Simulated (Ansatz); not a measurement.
Two states of Cs$_{2}$CrCl$_{4}$

```
CELL_PARAMETERS angstrom
7.19567 0.00000 0.00000
0.00000 7.19567 0.00000
0.00000 0.00000 4.19066
ATOMIC_POSITIONS crystal
Cs 0.00000 0.50000 0.50000
Cs 0.50000 0.00000 0.50000
Cr 0.00000 0.00000 0.00000
Cl 0.23000 0.23000 0.00000
Cl 0.77000 0.23000 0.00000
Cl 0.77000 0.77000 0.00000
Cl 0.23000 0.77000 0.00000
```

Single point in Ansatz 0.2.0 with r2SCAN. Cutoff 500 eV, PAW datasets, 4×4×6 Γ-centred k mesh, fermi-dirac filling (width 0.1227 eV).

State A: Cr3 up (collinear spin). State B: no moments (no spin polarisation).

Task: Which state is lower, and how do they differ?

Result: State A is lower by 483.5 meV an atom at zero smearing; in free energy at this smearing B lies +461.9 meV an atom from A.

```tsv
state	free energy (meV/atom)	largest moment in a small sphere (μB)	net moment (μB/cell)	gap on mesh (eV)	pressure (GPa)	largest force (eV/Å)
A	0.0	3.32	4.00	2.30	4.2	0.08
B	461.9	0.00	0.00	0.23	2.9	0.57
```

Origin: a known structure type with other elements, at an estimated volume, so it need not be a known compound. Caveats: the exchange-correlation potential is rough where the density is thin; the gap is not wide against the smearing.
